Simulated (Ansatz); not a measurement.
Values for one crystal, relaxed and computed with plane-wave PAW LDA (Ansatz code); other levels are named.

| Property | Result |
|---|---|
| Volume per atom | 7.55 Å³ |
| Electronic character | metallic (no gap) |
| Mechanical stability | stable (all eigenvalues of C positive) |
| Pressure derivative B′ | 3.3 |
| Bulk modulus (Birch–Murnaghan fit) | 131 GPa |
| Hill bulk and shear moduli | 132 and 168 GPa |
| Poisson's ratio | 0.05 |

**Question.** Which compound is it?
A. Y, hcp (Mg type)
B. V, bcc (W type)
C. Be, hcp (Mg type)
D. Cu, fcc (Cu type)

**Answer.** C, Be, hcp (Mg type)

Space group P6_3/mmc (hcp (Mg type)). Symmetry was held in the LDA relaxation. As this level gives no gap, shear constants depend on the k-mesh and smearing (Fermi–Dirac, 0.1 eV here).

Potentials: the later of the program's two PAW sets.
